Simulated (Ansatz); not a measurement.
## Rh (Fm-3m), work and stress of cleavage

All numbers below come from Ansatz 0.2.0, DFT PBEsol, scalar-relativistic, plane waves, PAW. Cutoff 420 eV, Γ-centred 25×25×5 k-points, Gaussian smearing of 0.15 eV. No spin polarisation. Energies are free energies at this smearing, counted from the undisturbed cell; pressure is positive in compression.

Reference structure (relaxed at this level; with this scan's settings it stands at 0.1 GPa):

```
Rh
1.0
     1.89000   -1.89000    0.00000
     1.89000    0.00000   -1.89000
     7.55999    7.55999    7.55999
Rh
6
Direct
  0.66667 0.66667 0.08332
  0.00000 0.00000 0.91665
  0.33333 0.33333 0.24998
  0.66667 0.66667 0.58332
  0.00000 0.00000 0.41665
  0.33333 0.33333 0.74998
```

The cut lies on the cell's a–b face, a (1 1 1) plane (indices in the standard cell, whose axes needn't be the Cartesian ones shown) of area 6.19 Å², between layers 2.18 Å apart. Vector c is lengthened by d along the normal with the atoms' Cartesian places fixed: one unrelaxed cut a cell. The traction is positive where the two halves pull on each other.

```
d (Å) energy (J/m²) traction (GPa)
-0.30           1.35          -106.2
-0.15           0.28           -40.8
 0.00           0.00            -0.1
 0.25           0.47            31.3
 0.50           1.36            37.5
 0.75           2.26            33.6
 1.00           3.01            26.7
 1.50           4.02            14.3
 2.00           4.53             6.8
 3.00           4.86             1.1
 4.50           4.91             0.0
 6.00           4.91             0.0
```

Problem. What are the work of separation and the cleavage stress, and do they fit the universal binding curve?

Solution. The energy levels off near W ≈ 4.91 J/m² (the traction is down to 0.0 GPa), the energy of the two unrelaxed faces, 2.46 J/m² each on average. The largest sampled traction is 37.5 GPa at d = 0.50 Å, and a parabola through it and its two neighbours peaks at σ_max ≈ 37.6 GPa, d ≈ 0.53 Å. The curve E = W[1 − (1 + d/ℓ)exp(−d/ℓ)] peaks in traction at d = ℓ with σ_max = W/(eℓ); with 1 J/m² per Å = 10 GPa this W and σ_max give ℓ = 0.48 Å. A parabola through that curve at the same three d peaks at 0.52 Å, against 0.53 Å here, a fair fit. Real crystals break at far lower stress, because cracks concentrate it, and on the plane of lowest W, which needn't be this one.

The cut is rigid; relaxing the faces lowers these energies and usually the stresses.

In a metal these slopes depend on the k mesh and the smearing.

Cost: 12 runs of about 7.4 core-minutes in all, on Intel Xeon 6975P-C (Granite Rapids) (shared hosts).